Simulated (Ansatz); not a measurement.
# SiNi₂ under strain — 61Ni nuclear quadrupole resonance

Cell: an entry of the Crystallography Open Database (COD), relaxed with PBE at fixed cell and then changed (z stretched by 3 %, ions relaxed).

```
Si Ni
1.0
     4.99000    0.00000    0.00000
     0.00000    3.72000    0.00000
     0.00000    0.00000    7.27180
Si Ni
4 8
Direct
  0.28931 0.25000 0.38292
  0.21069 0.75000 0.88292
  0.78931 0.25000 0.11708
  0.71069 0.75000 0.61708
  0.95608 0.25000 0.79540
  0.54392 0.75000 0.29540
  0.45608 0.25000 0.70460
  0.04392 0.75000 0.20460
  0.32906 0.25000 0.05875
  0.17094 0.75000 0.55875
  0.82906 0.25000 0.44125
  0.67094 0.75000 0.94125
```

Atom numbers follow the list; atoms alike are taken as one site, whose name carries the number of the first.

The numbers come from a DFT calculation in Ansatz (PBE, plane waves and PAW, scalar-relativistic, collinear spin, 420 eV cutoff, Γ-centred 9×12×6 k-points, Fermi–Dirac smearing 0.05 eV). Start moments as typed (μB): 1.5 on each Ni, none on the rest.

61Ni: I = 3/2, Q = 162.0 mb (year-2017 value). Static lattice, zero field.

(1) Predict the zero-field 61Ni lines of each site.

Results:

(1) For I = 3/2 there is one line, ν = (|C_Q|/2)(1 + η²/3)^½.

| site | atoms | V_zz (10²¹ V/m²) | C_Q (MHz) | η | line frequencies (MHz) |
| --- | --- | --- | --- | --- | --- |
| Ni5 | 5, 6, 7, 8 | -2.35 | -9.22 | 0.66 | 4.93 |
| Ni9 | 9, 10, 11, 12 | 1.20 | 4.68 | 0.18 | 2.35 |

With no gap above 0.1 eV, as in a metal, the gradients converge slowly in k; expect changes of a tenth or more on a denser mesh. With these PAW files V_zz is typically within 2 to 3 % of all-electron values, but misses above 10 % occur on Ni. The start moments die out, and the run ends without spin.

The relaxation (3 steps) took 4.4 min of wall time (17 min of CPU time) and 3 GiB at its peak, on 4 threads of Arm Neoverse V2 (aarch64; 8 cores open to the job, memory cap 8.0 GiB, no GPU), a shared host with a load of 0.7 a core.
